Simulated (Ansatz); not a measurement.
With PBE (plane waves, PAW; program Ansatz), Si2Ni in the fluorite or antifluorite type structure (Fm-3m) relaxes to a = 5.445 Å. Ni has 8 nearest neighbours from 2.36 Å (cubic). Its formation energy from the elements is -0.35 eV/atom, with no fitted shifts.

Electronic character: metallic (no gap).

Symmetry was held in the PBE relaxation. No spin polarisation was allowed. The references are the lowest solids computed at this level, not always the standard phases.

Potentials: the earlier of the program's two PAW sets.
